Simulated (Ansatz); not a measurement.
InP:
```
CELL_PARAMETERS angstrom
      4.16777     0.00000     0.00000
     -2.08388     3.60939     0.00000
      0.00000     0.00000     6.83360
ATOMIC_POSITIONS crystal
  In 0.66667 0.33333 0.50010
  In 0.33333 0.66667 0.00010
  P  0.66667 0.33333 0.87490
  P  0.33333 0.66667 0.37490
```

Relaxed with HSE06. Special points in fractions of this cell's reciprocal vectors: Γ (0.000, 0.000, 0.000); M (0.500, 0.000, 0.000); K (0.333, 0.333, 0.000); A (0.000, 0.000, 0.500); L (0.500, 0.000, 0.500); H (0.333, 0.333, 0.500).

Question: List the band energies nearest the valence-band maximum at these points for HSE06 (plane waves, PAW; program Ansatz).

Answer: In eV from the valence-band maximum; about four levels below and three above (degenerate sets whole), none deeper than 8.9 eV; points with the same levels are listed once.

```
k                        below                          above
-  ---------------------------  -----------------------------
Γ  -1.11 -1.11 -0.10 0.00 0.00            1.44 1.92 4.76 4.76
M      -3.73 -2.50 -2.06 -1.08                 2.52 3.32 4.39
K      -4.16 -2.72 -2.72 -2.48                 3.26 5.24 5.24
A      -0.61 -0.61 -0.61 -0.61  2.53 2.53 5.38 5.38 5.38 5.38
L      -1.92 -1.92 -1.88 -1.88            2.45 2.45 4.04 4.04
H      -3.46 -3.46 -1.55 -1.55            3.29 3.29 5.44 5.44
```

Space group P6_3mc (wurtzite). The first step of the workflow began from a Materials Project structure, measured or hypothetical; the Crystallography Open Database copy checked does not list it. It is not the phase usual at ambient conditions (space group No. 216). The HSE06 relaxation kept the symmetry of its start; whether a distortion lowers the energy is not shown. The hybrid was solved on a coarse mesh, the path and, where they were found, the r²SCAN edge points; its band edges are the extreme levels among these. Spin–orbit coupling is left out wherever it is not named.

Potentials: the earlier of the program's two PAW sets. The files were generated under PBE; for other functionals the program regenerates the frozen cores, and for LDA and PBEsol the local potential too.
